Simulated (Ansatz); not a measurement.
Below is a relaxed structure of HfF5. The cell was found from a structure generator's guess, not taken from experiment.

Level of theory: DFT PBE, scalar-relativistic, plane waves, PAW in Ansatz. Cutoff 420 eV, Γ-centred mesh, Gaussian smearing, no spin polarisation.

```xyz
6
Lattice="2.0865 -5.5311 0.0000 2.0865 5.5311 0.0000 0.0000 0.0000 5.1144" Properties=species:S:1:pos:R:3 pbc="T T T"
Hf    2.0865    0.0000    2.5572
F     2.0865    1.4591    3.9089
F     2.0865   -1.4591    3.9089
F     2.0865   -1.4591    1.2055
F     2.0865    1.4591    1.2055
F     0.0000    0.0000    2.5572
```

Energies over the elements count from the elements' standard structures at the same level (F₂ as a molecule), with no fitted energy shifts.

(1) What space group does it have?

(2) How far does it lie from the elements in energy?

(3) Is it a metal?

Results:

(1) Cmmm (No. 65). Conventional cell: a = 4.173 Å, b = 11.062 Å, c = 5.114 Å. Around Hf lie 6 F at 1.99–2.09 Å; F on a site of symmetry m has 1 Hf at 1.99 Å; around F on a site of symmetry mmm lie 2 Hf at 2.09 Å.

(2) −2.86 eV/atom. It lies below the elements, which doesn't yet make it stable against other compounds or structures.

(3) Yes, bands cross the Fermi level on the 10×10×8 mesh.

The last run used a 10×10×8 mesh (in the run's order of axes) for its 6-atom cell and Gaussian smearing of 0.10 eV. No dispersion correction is applied, so the spacing and binding between layers, chains or molecules are poorly described. Spin–orbit coupling, which can matter for Hf, is left out. An odd number of electrons in the primitive cell allows no gap without spin; a larger cell or a magnetic state could open one. The cell is a metal run without spin; a magnetic state may lie lower. A structure relaxed within its symmetry needn't be a true minimum.
